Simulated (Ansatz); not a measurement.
Ti$_{3}$Al in space group Fm-3m (No. 225; Ti on 8c, Ti on 4a, Al on 4b) at seven volumes, DFT-PBEsol in the program Ansatz with PAW potentials, scaled uniformly. One row is withheld.

| V (Å³/atom) | P (GPa) |
|---|---|
| 14.788 | 13.06 |
| 15.276 | 8.07 |
| 15.763 | 3.75 |
| 16.251 | 0.01 |
| 16.738 | -3.21 |
| 17.226 | ? |
| 17.713 | -8.42 |

Fit the shown pressures and predict the withheld one.

Third-order Birch–Murnaghan: P = (3/2)B₀(x^(7/2) − x^(5/2))[1 + (3/4)(B′ − 4)(x − 1)] with x = (V₀/V)^(2/3). Least squares on the six rows gives V₀ = 16.253 Å³/atom, B₀ = 115.5 GPa, B′ = 3.82. At V = 17.226, x = 0.9620 and P = -6.01 GPa. The run itself gave -6.00 GPa.

The workflow started from a Materials Project entry (that database holds measured and hypothetical structures alike); the Crystallography Open Database copy checked does not list it. With Ti and Al taken as one species the cell has the higher symmetry Im-3m, so it may be an ordered model of a mixed-site phase. It is not the phase usual at ambient conditions (space group No. 194). The PBEsol relaxation kept the symmetry of its start; whether a distortion lowers the energy is not shown. Spin order of the final state: ferromagnetic, chosen from 3 collinear starts compared on coarse meshes (ties went to the first, and starts can fall back to one state), not a proven ground state.

Potentials: the later of the program's two PAW sets.
